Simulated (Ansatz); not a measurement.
According to DFT-r²SCAN in the program Ansatz with PAW potentials, Bi in the diamond structure (Fd-3m) relaxes to a = 7.234 Å. Bi has 4 nearest neighbours from 3.13 Å (tetrahedral).

Electronic character: metallic (no gap). Gap from r²SCAN with spin–orbit coupling: none (metallic).

An equation-of-state fit gives a bulk modulus of 31.5 GPa. The relaxed-ion elastic constants in GPa are C11 = 31.2, C12 = 31.9, C44 = -15.1.

The start of the workflow was typed in or built on a structure type; neither database checked (COD, Materials Project) lists it. It is not the phase usual at ambient conditions (space group No. 166). Symmetry was held in the r²SCAN relaxation. At this level the phase is mechanically unstable. As this level gives no gap, shear constants depend on the k-mesh and smearing (Fermi–Dirac, 0.1 eV here). Spin–orbit coupling is left out wherever it is not named.

Potentials: the later of the program's two PAW sets.
